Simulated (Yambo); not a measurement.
A G0W0@PBEsol run in Yambo for Rb3RhF6 (space group Fm-3m, No. 225) (2×2×2 Γ-centred k mesh, bands 5 to 282 and a 7 Ry block in the screening, 282 bands in G with the Bruneval-Gonze terminator, plasmon pole fitted at 27.2 eV) gives these matrix elements, in eV, at the band edges (X → X):

| state | E0 | <Vxc> | <Σx> | <Σc(E0)> | Z |
|---|---|---|---|---|---|
| valence edge | 0.000 | -23.115 | -29.501 | 4.499 | 0.805 |
| conduction edge | 2.108 | -22.725 | -16.704 | -3.313 | 0.817 |

**Question.** Solve the linearised quasiparticle equation for both states, give the gap, and say how exchange and correlation each act on it.

**Answer.** E = E0 + Z(Σx + Σc − Vxc). Valence: 0.000 + 0.805 × (-29.501 + (4.499) − (-23.115)) = -1.52 eV. Conduction: 2.108 + 0.817 × (-16.704 + (-3.313) − (-22.725)) = 4.32 eV. The gap is 5.84 eV, against 2.11 eV in PBEsol. Replacing Vxc by bare exchange alone would open it by 12.41 eV; correlation takes back 7.81 eV of that, and Z scales what is left. Convergence of the G0W0 settings was not tested. The k mesh is coarse. Spin-orbit splittings are left out.

Geometry of the Materials Project entry, not relaxed at this level; primitive cell a = b = c = 6.4438 Å, α = β = γ = 60.00°.

The structure is a Materials Project entry; no match was found in the copy of COD used, and its stability was not checked.
